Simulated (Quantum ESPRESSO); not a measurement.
Parts of the isotropic shielding in KI, by GIPAW with PBE in a modified build of Quantum ESPRESSO, on JTH PAW datasets, 20 Ha, k-mesh 5×5×5 shifted:

```yaml
crystal:
  lattice:
    - [0.00000, 3.54243, 3.54243]
    - [3.54243, 0.00000, 3.54243]
    - [3.54243, 3.54243, 0.00000]
  atoms:
    - { symbol: K, position: [0.00000, 0.00000, 0.00000] }
    - { symbol: I, position: [0.50000, 0.50000, 0.50000] }
```
The geometry is a computed Materials Project entry, not a measured one. It is KI in Fm-3m. Stability against distortions was not tested.

The core term is that of the free atom's frozen core; the paramagnetic column sums the reconstruction terms. Shieldings are absolute and leave out the bulk-susceptibility term; a larger σ means a smaller chemical shift. In our sweeps, cutoffs and meshes of this size left a few ppm, and up to some 20 ppm on atoms from Zn on. No spin–orbit coupling; I is the heaviest element present. The datasets of I hold no d projectors, which limits absolute σ on these atoms.

```csv
site,core,bare (smooth current),diamagnetic correction,paramagnetic corrections,σ_iso (ppm)
K (atom 1),1193.4,88.5,22.2,(withheld),(withheld)
I (atom 2),5697.1,63.8,-7.1,(withheld),(withheld)
```

Question: Fill in the missing entries.

Answer: 
- K (atom 1), paramagnetic corrections: -161.3
- K (atom 1), σ_iso (ppm): 1142.8
- I (atom 2), paramagnetic corrections: -886.7
- I (atom 2), σ_iso (ppm): 4867.0
